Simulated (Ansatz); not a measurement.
The relaxed structure here is a generated cell of TiB2: the first start was made by placing the elements on the sites of a structure type, and the end was not matched to a known phase here, so it may be hypothetical. Known forms of TiB2 include space group No. 191.

A relaxed structure of TiB₂. Space group I4₁/amd (No. 141). Level of theory: PBEsol (plane waves to 420 eV, PAW, scalar-relativistic; Ansatz, a quantum-chemistry and plane-wave program).

```cif
data_B4Ti2
_chemical_formula_sum 'B4 Ti2'
_space_group_name_H-M_alt 'P 1'
_space_group_IT_number 1
_cell_length_a 5.67900
_cell_length_b 5.67900
_cell_length_c 5.67900
_cell_angle_alpha 148.465
_cell_angle_beta 148.465
_cell_angle_gamma 45.199
loop_
_space_group_symop_operation_xyz
  'x, y, z'
loop_
_atom_site_label
_atom_site_type_symbol
_atom_site_fract_x
_atom_site_fract_y
_atom_site_fract_z
_atom_site_occupancy
B1 B 0.41692 0.41692 0.00000 1
B2 B 0.33308 0.83308 0.50000 1
B3 B 0.58308 0.58308 0.00000 1
B4 B 0.16692 0.66692 0.50000 1
Ti1 Ti 0.75000 0.25000 0.50000 1
Ti2 Ti 0.00000 0.00000 0.00000 1
```

For TiB2, the volume per atom is 8.32 Å³ and the band gap is no gap (metallic). The shortest distances is B–B 1.74 Å; B–Ti 2.33 Å; Ti–Ti 3.04 Å and the k-mesh is 20×20×20.

Band energies at high-symmetry points (eV from the Fermi level; labels of this space group; no spin-orbit coupling), from −5 eV up to 2.5 eV:

```csv
point,energies
Γ,-3.24 -3.24 -2.71 -2.22 -2.22 -2.20 -1.54 1.53 2.09 2.29
X,-4.94 -4.94 -4.04 -4.04 -3.05 -3.05
P,-4.93 -4.93 -4.07 -4.07 -3.03 -3.03
N,-4.35 -4.25 -4.12 -1.89 -1.03 -0.97 0.63 0.85 1.65
M,-3.17 -3.17 -2.32 -2.32 -2.23 -2.23 1.80 1.80 2.39 2.39
S,-4.11 -3.04 -2.61 -1.67 -0.38 0.69 0.96 1.99
S0,-4.11 -3.04 -2.61 -1.67 -0.38 0.69 0.96 1.99
R,-4.93 -4.93 -4.01 -4.01 -3.01 -3.01
```

No spin polarisation in the result.

The run could not lose the symmetry of its start; a randomly shaken copy of 12 atoms returns to this structure.
